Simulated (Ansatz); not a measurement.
# SnO2: from a starting cell to a relaxed one

The start is a generated cell, SnO2 built in the AFLOW prototype A2B_mP12_3_bc3e_2e (as in SiO2). A full variable-cell relaxation at zero pressure is run with PBEsol (plane waves to 420 eV, PAW, scalar-relativistic; Ansatz, a quantum-chemistry and plane-wave program). First-step values are on the input's coarse k-mesh.

Ansatz input (later rounds restart from its end on a renewed k-mesh):
Ansatz 0.2 input:
```yaml
crystal:
  lattice:
    - [4.3413904, 0, 0]
    - [0, 4.3089383, 0]
    - [-1.5273242, 0, 7.5916416]
  atoms:
    - { symbol: Sn, position: [0.18244, 0, 0.69651] }
    - { symbol: Sn, position: [0.81756, 0, 0.30349] }
    - { symbol: Sn, position: [0.38098, 0.58564, 0.17797] }
    - { symbol: Sn, position: [0.61902, 0.58564, 0.82203] }
    - { symbol: O, position: [0, 0.15907, 0.5] }
    - { symbol: O, position: [0.5, 0.73859, 0] }
    - { symbol: O, position: [0.02399, 0.752, 0.18927] }
    - { symbol: O, position: [0.97601, 0.752, 0.81073] }
    - { symbol: O, position: [0.38562, 0.71473, 0.64074] }
    - { symbol: O, position: [0.61438, 0.71473, 0.35926] }
    - { symbol: O, position: [0.48963, 0.20196, 0.18802] }
    - { symbol: O, position: [0.51037, 0.20196, 0.81198] }
basis: { ecutwfc: 420, ecutrho_ratio: 4, xc_grid: 2, fft_grid_basis: typed }
kpoints: { mp_grid: { grid: [5, 5, 3] } }
hamiltonian:
  xc: pbesol
  dispersion: none
  pseudopotentials: { azcp: { folder: ./paw }, kind: paw }
scf: { occupations: { method: fermi_dirac, width: 0.05 } }
relax: { f_tol: 0.01, max_steps: 100, cell: { stress_tol: 0.02 } }
output: { forces: true, stress: true }
```

Problem. What pressure does the first self-consistent step give?

Solution. +126 GPa (positive: the cell is compressed).

Problem. What is the largest force in the starting geometry, and on which atom (counted from 1)?

Solution. 18.03 eV/Å, on O9, O10 (atoms numbered as listed).

Problem. Does the structure survive the relaxation? Give the final space group.

Solution. The space group goes from P2 (No. 3) to Cmm2 (No. 35), with 12 atoms in the primitive cell.

Problem. What band gap does the relaxed structure have at this level?

Solution. 0.26 eV, indirect (valence top at Z, conduction bottom at Γ) (no spin-orbit coupling).

Final values are on a 5×5×7 k-mesh of the relaxed cell. No spin polarisation in the result.

The run could not lose the symmetry of its start, so the end can be a saddle point.

The relaxed structure here is a generated cell of SnO2: the first start was made by placing the elements on the sites of a structure type, and the end was not matched to a known phase here, so it may be hypothetical. Known forms of SnO2 include space group No. 136.
